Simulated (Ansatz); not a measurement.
Is this LiMo2 structure a true minimum?

It was reached by relaxing an invented guess, and it needn't be the stable form of this composition.

Level of theory: DFT PBE, scalar-relativistic, plane waves, PAW in Ansatz 0.2.0. Settings: cutoff 420 eV, Γ-centred mesh 20×20×20 on the computed 3-atom cell, Gaussian smearing of 0.10 eV; no spin polarisation.

The cell below (3 atoms, space group I4/mmm (No. 139)) is relaxed within its symmetry.

```cif
data_structure
_symmetry_space_group_name_H-M 'P 1'
_symmetry_Int_Tables_number 1
_cell_length_a 4.6511
_cell_length_b 4.6511
_cell_length_c 4.6511
_cell_angle_alpha 138.419
_cell_angle_beta 138.419
_cell_angle_gamma 60.262
_cell_volume 43.86
loop_
_atom_site_label
_atom_site_type_symbol
_atom_site_fract_x
_atom_site_fract_y
_atom_site_fract_z
_atom_site_occupancy
Li1 Li 0.00000 0.00000 0.00000 1
Mo1 Mo 0.66970 0.66970 0.00000 1
Mo2 Mo 0.33030 0.33030 0.00000 1
```

For the test a repeat of it with 6 atoms (edges 4.65, 4.65, 4.67 Å) was strained at random (σ = 1.5 % a component), the atoms were moved at random (σ = 0.15 Å), and all was relaxed again on a coarse 6×6×6 mesh (in the run’s order of axes) with 0.20 eV smearing, with no symmetry imposed.

**Question.** What happens?

**Answer.** It returns, within 1 meV/atom of the unmoved cell on that mesh and with the same symmetry when read at 0.1 Å (C2/m at 0.01 Å, so small strains and shifts remain). No instability shows in this cell; modes of other wave vectors, which need another repeat, aren't tested.
